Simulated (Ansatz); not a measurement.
Computed with Ansatz, DFT PBE, scalar-relativistic, plane waves, PAW. Each cell gets a short relaxation within its symmetry: 420 eV, a coarse mesh through Γ, smearing of 0.15 eV, at most 16 steps to 0.08 eV/Å and 0.8 GPa. No spin polarisation. Energies are free energies per atom, good to about 0.1 eV/atom between metallic cells, end volumes are rough, and groups of ends are read at 0.1 Å.

Two trial cells of ZrAl3B3N, not yet relaxed:

Cell 1.

```yaml
crystal:
  lattice:
    - [4.49456, 0.00000, 0.00000]
    - [0.00000, 4.49456, 0.00000]
    - [0.00000, 0.00000, 4.77731]
  atoms:
    - { symbol: Zr, position: [0.50000, 0.50000, 0.37979] }
    - { symbol: Al, position: [0.50000, 0.00000, 0.84564] }
    - { symbol: Al, position: [0.00000, 0.50000, 0.84564] }
    - { symbol: Al, position: [0.00000, 0.00000, 0.79467] }
    - { symbol: B, position: [0.50000, 0.00000, 0.35756] }
    - { symbol: B, position: [0.00000, 0.50000, 0.35756] }
    - { symbol: B, position: [0.50000, 0.50000, 0.95003] }
    - { symbol: N, position: [0.00000, 0.00000, 0.23080] }
```

Cell 2.

```yaml
crystal:
  lattice:
    - [4.85432, 0.00000, 0.00000]
    - [0.00000, 4.85432, 0.00000]
    - [0.00000, 0.00000, 4.74740]
  atoms:
    - { symbol: Zr, position: [0.00000, 0.00000, 0.67187] }
    - { symbol: Al, position: [0.00000, 0.50000, 0.04879] }
    - { symbol: Al, position: [0.50000, 0.00000, 0.04879] }
    - { symbol: Al, position: [0.50000, 0.50000, 0.62072] }
    - { symbol: B, position: [0.00000, 0.50000, 0.52545] }
    - { symbol: B, position: [0.50000, 0.00000, 0.52545] }
    - { symbol: B, position: [0.00000, 0.00000, 0.05878] }
    - { symbol: N, position: [0.50000, 0.50000, 0.99490] }
```

Q: Which is lower as given, and which after relaxing?

A: As given, cell 2 is lower by 0.75 eV/atom. Relaxed, both fall into the same structure. Cell 1 goes from P4mm at 12.1 Å³/atom to P4mm at 12.0 Å³/atom and gains 1.19 eV/atom. Cell 2 goes from P4mm at 14.0 Å³/atom to P4mm at 12.0 Å³/atom and gains 0.44 eV/atom. The closest pair in cell 1 goes from Zr–B at 2.05 Å to Al–N at 1.92 Å. The closest pair in cell 2 goes from Al–N at 1.78 Å to Al–N at 1.92 Å. At the end, in cell 1: Zr has 6 B at 2.26–2.34 Å and 12 Al at 3.22–3.29 Å; around Al on a site of symmetry 2mm lie 4 B at 2.26–2.36 Å, 2 N at 2.27 Å, 6 Al at 3.04–3.20 Å and 4 Zr at 3.22–3.29 Å; around B on a site of symmetry 2mm lie 2 Zr at 2.26 Å and 4 Al at 2.29–2.36 Å; N is surrounded by 1 Al at 1.92 Å and 4 Al at 2.27 Å; 2 more sites not described. The lowest end among all the guesses of this search lies 0.40 eV/atom under the better of the two.
